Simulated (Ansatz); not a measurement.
SrTiO₃ (cubic perovskite, Pm-3m) under volume change, plane-wave PAW r²SCAN (Ansatz code), scaled uniformly.

```json
[
 {"V (Å³/atom)": "10.853", "E − E(relaxed) (meV/atom)": "67.7", "P (GPa)": "21.95"},
 {"V (Å³/atom)": "11.211", "E − E(relaxed) (meV/atom)": "28.4", "P (GPa)": "13.43"},
 {"V (Å³/atom)": "11.568", "E − E(relaxed) (meV/atom)": "6.7", "P (GPa)": "6.18"},
 {"V (Å³/atom)": "11.926", "E − E(relaxed) (meV/atom)": "0.0", "P (GPa)": "0.02"},
 {"V (Å³/atom)": "12.284", "E − E(relaxed) (meV/atom)": "6.0", "P (GPa)": "-5.23"},
 {"V (Å³/atom)": "12.642", "E − E(relaxed) (meV/atom)": "22.8", "P (GPa)": "-9.70"},
 {"V (Å³/atom)": "13.000", "E − E(relaxed) (meV/atom)": "48.8", "P (GPa)": "-13.50"}
]
```

Question: What does a third-order Birch–Murnaghan fit give for V₀, B₀ and B′?

Answer: V₀ = 11.93 Å³/atom, B₀ = 189 GPa, B′ = 4.4.

The cell was relaxed with r²SCAN under the symmetry of its start. The run is not spin-polarised.

Potentials: the later of the program's two PAW sets.
